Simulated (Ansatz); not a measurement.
MgSe (rock salt, Fm-3m) under volume change, r²SCAN in the plane-wave PAW code Ansatz, scaled uniformly.

```tsv
V (Å³/atom)	E − E(relaxed) (meV/atom)	P (GPa)
18.639	40.2	7.57
19.254	16.9	4.65
19.868	?	?
20.482	0.0	0.00
21.097	3.6	-1.84
21.711	13.8	-3.43
22.326	?	?
```

Task: Complete the blanks.

Result: 
- 19.868, E − E(relaxed) (meV/atom): 4.0
- 19.868, P (GPa): 2.15
- 22.326, E − E(relaxed) (meV/atom): 29.6
- 22.326, P (GPa): -4.79

Task: What does a third-order Birch–Murnaghan fit give for V₀, B₀ and B′?

Result: V₀ = 20.48 Å³/atom, B₀ = 66.2 GPa, B′ = 4.1.

The r²SCAN relaxation kept the symmetry of its start.

Potentials: the later of the program's two PAW sets.
